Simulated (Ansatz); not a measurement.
## Ge: from a starting cell to a relaxed one

The start is a relaxed Ge cell, doubled along one cell vector, shaken by Gaussian noise of σ = 0.08 Å a coordinate. A full variable-cell relaxation at zero pressure is run with r2SCAN (plane waves to 500 eV, PAW, scalar-relativistic; Ansatz, an electronic-structure program). First-step values are on the input's coarse k-mesh.

Ansatz input (later rounds restart from its end on a renewed k-mesh):
Ansatz 0.2 input:
```yaml
crystal:
  lattice:
    - [3.9948045953, 0, 0]
    - [-3.9948045953, 6.9192045254, 0]
    - [0, 0, 6.5988461478]
  atoms:
    - { symbol: Ge, position: [0.3424731145, 0.3409911817, 0.0758008683] }
    - { symbol: Ge, position: [0.3239037172, 0.8214841757, 0.0717054291] }
    - { symbol: Ge, position: [0.6863348146, 0.1800191453, 0.5526416118] }
    - { symbol: Ge, position: [0.6582615303, 0.6685921805, 0.5654135166] }
    - { symbol: Ge, position: [0.6763095649, 0.168109658, 0.9426286573] }
    - { symbol: Ge, position: [0.6769673032, 0.6632144804, 0.9428656367] }
    - { symbol: Ge, position: [0.345065958, 0.3367070405, 0.417558513] }
    - { symbol: Ge, position: [0.3231394338, 0.8267323156, 0.4217640531] }
basis: { ecutwfc: 500, ecutrho_ratio: 4, xc_grid: 4, fft_grid_basis: typed }
kpoints: { mp_grid: { grid: [7, 4, 4] } }
hamiltonian:
  xc: r2scan
  dispersion: none
  pseudopotentials: { azcp: { folder: ./paw }, kind: paw }
scf: { occupations: { method: fermi_dirac, width: 0.05 } }
relax: { f_tol: 0.01, max_steps: 100, cell: { stress_tol: 0.02 } }
output: { forces: true, stress: true }
```

### Question
What is the largest force in the starting geometry, and on which atom (counted from 1)?

### Answer
2.60 eV/Å, on Ge7 (atoms numbered as listed).

### Question
How much energy is released per atom?

### Answer
0.07 eV/atom.

### Question
How do the shortest distances between atoms change?

### Answer
The closest pairs of elements (up to four, under 3.6 Å), start → end: Ge–Ge 2.26 → 2.45 Å.

### Question
Is the relaxed structure metallic? Give its gap.

### Answer
0.10 eV, direct at Γ (no spin-orbit coupling).

Final structure:

```cif
data_Ge4
_chemical_formula_sum 'Ge4'
_space_group_name_H-M_alt 'P63/mmc'
_space_group_IT_number 194
_space_group_name_Hall '-P 6c 2c'
_cell_length_a 3.99482
_cell_length_b 3.99482
_cell_length_c 6.59894
_cell_angle_alpha 90.000
_cell_angle_beta 90.000
_cell_angle_gamma 120.000
loop_
_atom_site_label
_atom_site_type_symbol
_atom_site_symmetry_multiplicity
_atom_site_Wyckoff_symbol
_atom_site_fract_x
_atom_site_fract_y
_atom_site_fract_z
_atom_site_occupancy
Ge1 Ge 4 f 0.33333 0.66667 0.06297 1
```

Final values are on a 10×10×5 k-mesh of the relaxed cell. No spin polarisation in the result.

The relaxed structure here is a generated cell of Ge: the first start was made by placing the elements on the sites of a structure type, and the end was not matched to a known phase here, so it may be hypothetical. Known forms of Ge include space group No. 227.
